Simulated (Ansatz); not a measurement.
Mo: from a starting cell to a relaxed one

The start is a relaxed Mo cell shaken by Gaussian noise of σ = 0.08 Å a coordinate. A full variable-cell relaxation at zero pressure is run with r2SCAN (plane waves to 500 eV, PAW, scalar-relativistic; Ansatz, a quantum-chemistry and plane-wave program). The first steps use a coarse 7×7×7 k-mesh.

The start:
```
CELL_PARAMETERS angstrom
      5.05002     0.00000     0.00000
      0.00000     5.05002     0.00000
      0.00000     0.00000     5.05002
ATOMIC_POSITIONS crystal
  Mo 0.15611 0.16149 0.18926
  Mo 0.63734 0.36797 0.84302
  Mo 0.87213 0.68850 0.35223
  Mo 0.33327 0.84654 0.65509
  Mo 0.83393 0.84708 0.84579
  Mo 0.33186 0.64508 0.17438
  Mo 0.13028 0.32730 0.68994
  Mo 0.64224 0.13858 0.33033
```

```yaml
initial_pressure: "+2.3 GPa (positive: the cell is compressed)"
largest_initial_force: 2.28 eV/Å, on Mo3 (atoms numbered as listed)
relative_to_the_parent: It relaxes back to the parent, Pa-3 (No. 205)
Shortest distances (start → end): "The closest pairs of elements (up to four, under 3.6 Å), start → end: Mo–Mo 2.50 → 2.69 Å"
optimiser_moves: 7
```

Final structure:

```cif
data_Mo8
_chemical_formula_sum 'Mo8'
_space_group_name_H-M_alt 'Pa-3'
_space_group_IT_number 205
_space_group_name_Hall '-P 2ac 2ab 3'
_cell_length_a 5.05002
_cell_length_b 5.05002
_cell_length_c 5.05002
_cell_angle_alpha 90.000
_cell_angle_beta 90.000
_cell_angle_gamma 90.000
loop_
_atom_site_label
_atom_site_type_symbol
_atom_site_symmetry_multiplicity
_atom_site_Wyckoff_symbol
_atom_site_fract_x
_atom_site_fract_y
_atom_site_fract_z
_atom_site_occupancy
Mo1 Mo 8 c 0.15782 0.15782 0.15782 1
```

Final values are on a 9×9×9 k-mesh of the relaxed cell. No spin polarisation in the result.

The relaxed structure here is a generated cell of Mo: the first start was made by placing the elements on the sites of a structure type, and the end was not matched to a known phase here, so it may be hypothetical. Known forms of Mo include space group No. 229.
